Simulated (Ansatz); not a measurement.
Starting cell, Y (hcp, Mg type):

```
Y
1.0
    7.36515     0.00000     0.00000
   -1.84129     3.18920     0.00000
    0.00000     0.00000     5.69848
Y
4
Cartesian
  0.00000   2.12613   4.27386
  3.68257   2.12613   4.27386
  1.84129   1.06307   1.42462
  5.52386   1.06307   1.42462
```

In each cell atom 2 (Y, nearest neighbour Y at 3.555 Å; its periodic images, 3.7 Å or more away, move with it) moves by s·(1.000, 0.000, 0.000) (along Cartesian x), the rest being held.

Method: r2SCAN (plane waves to 500 eV, PAW, scalar-relativistic; Ansatz, an electronic-structure program). k mesh 6×12×7 (Γ-centred), Fermi-Dirac smearing 0.05 eV. E stands for the smeared free energy. With partly filled bands, energies and forces of such displacements shift with the k mesh and the smearing. Y is run without spin polarisation. Y was relaxed with its symmetry unable to fall. The zero of ΔE is the undisplaced structure.

The scan covers s from -0.710 to 0.710 Å in 11 points.

Task: Is this a single well or a double well?

Result: A single well with its minimum at or next to zero displacement.

Task: Is the energy the same for displacements of ±0.710 Å, and if not, which side lies higher?

Result: Not even: the negative side lies higher at ±0.710 Å. With its periodic images moving along, the atom's site symmetry in this cell is mm2.

Task: What is the force constant k = d²E/ds² of this move at s = 0?

Result: 3.36 eV/Å².

(For displaced atoms, the force is minus the slope of the energy, and its curvature is a force constant, which sets phonon frequencies.)
